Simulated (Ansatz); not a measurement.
# Mn, dhcp: geometry optimisation

Theory: Ansatz, DFT, PBEsol, plane waves (420 eV) with PAW, scalar-relativistic. The PAW files were generated under PBE, with cores re-solved for the functional.

k-point mesh 14×14×4, Fermi-Dirac smearing 0.1 eV, no spin polarisation. Cell and atoms relax.

Starting structure:

```
Mn
1.0
     2.55179    0.00000    0.00000
    -1.27589    2.20991    0.00000
     0.00000    0.00000    8.33414
Mn
4
Direct
  0.00000 0.00000 0.00000
  0.00000 0.00000 0.50000
  0.33333 0.66667 0.25000
  0.66667 0.33333 0.75000
```

Q: What cell does the relaxation end in?

A: P6_3/mmc with a = 2.455 Å, c = 7.918 Å (c/a = 3.225); 10.33 Å³ per atom against 11.75 at the start (-12.1 %).

Q: How much energy does the relaxation gain?

A: 149.3 meV per atom.

Spin polarisation is off here; a magnetic state may lie lower.
